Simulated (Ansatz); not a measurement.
# PtSe₂ stretched along one axis: stress

Cell: an entry of the Crystallography Open Database (COD), its atoms then relaxed with PBE in this cell.

```
CELL_PARAMETERS angstrom
3.72780 0.00000 0.00000
-1.86390 3.22837 0.00000
0.00000 0.00000 5.03130
ATOMIC_POSITIONS crystal
Pt 0.00000 0.00000 0.00000
Se 0.33333 0.66667 0.26021
Se 0.66667 0.33333 0.73979
```

Sites (sets of like atoms) are named by element and the number of their first atom in this list.

Computed with Ansatz: DFT, PBE, plane waves and PAW, scalar-relativistic, 420 eV cutoff, Γ-centred 14×14×9 k-points, Fermi–Dirac smearing 0.05 eV.

The cell is stretched along z (the third Cartesian axis of the run's cell), x and y held, and the ions relax again each time. Tension counts as positive.

| strain along z (%) | stress along z (GPa) | stress along x (GPa) |
| --- | --- | --- |
| -3 | -4.5 | -6.7 |
| -2 | -3.9 | -6.2 |
| -1 | -3.3 | -5.7 |
| 0 | -2.8 | -5.2 |
| +1 | ? | ? |
| +2 | -2.0 | -4.4 |
| +3 | -1.8 | -4.1 |

Question: Estimate the row at +1 % from the others.

Answer: stress along z (GPa): -2.4; stress along x (GPa): -4.8. Worked: parabolas through the other 6 rows give -2.4 and -4.8 GPa at +1 %. Their slopes at zero strain are 46 GPa (the stiffness along z) and 44 GPa (the coupling of z to x). They hold at this cell, where the calculated pressure is 4.4 GPa, and with no gap in the run.

All values belong to this cell and structure model.
